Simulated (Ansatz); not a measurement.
Diamond Si, relaxed with r2SCAN, was run in the PAW code Ansatz under altered settings. All numbers are computed, without spin polarisation but where a row says otherwise.

```
Si
1.0
     0.00000    2.72212    2.72212
     2.72212    0.00000    2.72212
     2.72212    2.72212    0.00000
Si
2
Direct
  0.00000 0.00000 0.00000
  0.25000 0.25000 0.25000
```

The base run's other keys:
```yaml
kpoints:
  mp_grid: { grid: [4, 4, 4] }
hamiltonian:
  xc: hse06
scf:
  occupations: { method: fixed }
  n_extra_bands: 4
```

It takes 10 iterations with 749 plane waves at 420 eV and 8 k points, and leaves a mean stress of +0.36 GPa. The gap over this mesh is 1.327 eV. It ran on 4 threads of Arm Neoverse N1, with other jobs on the host.

Outcomes, with energy and stress as changes against the base:
```csv
setting,outcome,ΔF (meV/atom),Δ mean stress (GPa),gap on the mesh (eV),iterations,wall time
"PBE hybrid, exx coeff 0.15, omega 0.3 1/Å",converged,–,+0.7,0.974,9,4 s
"PBE hybrid, exx coeff 0.4, omega 0.1 1/Å",converged,–,-1.1,2.210,11,4.2 s
scf.exx.singularity: regularized,converged,-0.1,0.0,1.328,10,4 s
"PBE hybrid, exx coeff 0.2, omega 0.3 1/Å",converged,–,+0.5,1.067,9,4.1 s
basis.ecutwfc: 750,converged,-0.4,0.0,1.328,10,8.3 s
```
A dash marks a value that wasn't obtained or can't be compared. Stress is positive in compression. The base took 4 s.

- PBE hybrid, exx coeff 0.15, omega 0.3 1/Å. That is 15 % exact exchange, screened with ω = 0.3 1/Å, against HSE06's 25 % screened at 0.208 1/Å. The mean stress moves by +0.7 GPa and the gap on the mesh by -0.353 eV (to 0.974). Totals of different functionals aren't comparable.
- PBE hybrid, exx coeff 0.4, omega 0.1 1/Å. That is 40 % exact exchange, screened with ω = 0.1 1/Å, against HSE06's 25 % screened at 0.208 1/Å. The mean stress moves by -1.1 GPa and the gap on the mesh by +0.882 eV (to 2.210). Totals of different functionals aren't comparable. The program warns that on this mesh the truncation of the exchange isn't bounded, so part of the change can be an error of the mesh.
- PBE hybrid, exx coeff 0.2, omega 0.3 1/Å. That is 20 % exact exchange, screened with ω = 0.3 1/Å, against HSE06's 25 % screened at 0.208 1/Å. The mean stress moves by +0.5 GPa and the gap on the mesh by -0.260 eV (to 1.067). Totals of different functionals aren't comparable.

Within 1 meV an atom, 0.1 GPa and 0.005 eV of the base stay: scf.exx.singularity: regularized; basis.ecutwfc: 750.

The program warns that its thresholds are loose for a hybrid's stress.

The meshes of the hybrids are coarse, so their gaps aren't converged to the digits shown.
